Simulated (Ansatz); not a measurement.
**Sn$_{2}$GeP$_{2}$: relaxed-ion elastic tensor**

Method: DFT PBE, scalar-relativistic, plane waves, PAW (Ansatz 0.2.0). Settings: 420 eV plane-wave cutoff, Γ-centred 12×12×4 mesh, Fermi-Dirac smearing of 0.15 eV. No spin polarisation.

The cell, relaxed at this level:
```yaml
crystal:
  lattice:
    - [3.84831, 0.00000, 0.00000]
    - [-1.92416, 3.33274, 0.00000]
    - [0.00000, 0.00000, 8.77795]
  atoms:
    - { symbol: Sn, position: [0.66667, 0.33333, 0.34984] }
    - { symbol: Sn, position: [0.33333, 0.66667, 0.65016] }
    - { symbol: Ge, position: [0.00000, 0.00000, 0.00000] }
    - { symbol: P, position: [0.66667, 0.33333, 0.82814] }
    - { symbol: P, position: [0.33333, 0.66667, 0.17186] }
```

The cell was found from a structure generator's guess, not taken from experiment. In a metal, frequencies and elastic constants depend on the k mesh and the smearing, soft modes and shear constants most. Spin–orbit coupling is left out, which matters for heavy elements.

Question: Give the relaxed-ion elastic constants (GPa, Voigt order xx yy zz yz xz xy, on the Cartesian axes of the cell above).

Answer:
C11 = 75.0, C12 = 22.2, C13 = 18.6, C14 = -2.0, C22 = 75.0, C23 = 18.6, C24 = 2.0, C33 = 68.5, C44 = 21.2, C55 = 21.2, C56 = -2.0, C66 = 26.4 GPa; the others vanish.

Question: Is the crystal stable against homogeneous strain?

Answer: Yes: the least eigenvalue of the tensor is 20.5 GPa.

Question: And the moduli of a polycrystal (Hill averages)?

Answer: B = 37 GPa, G = 24 GPa, E = 60 GPa, ν = 0.23.
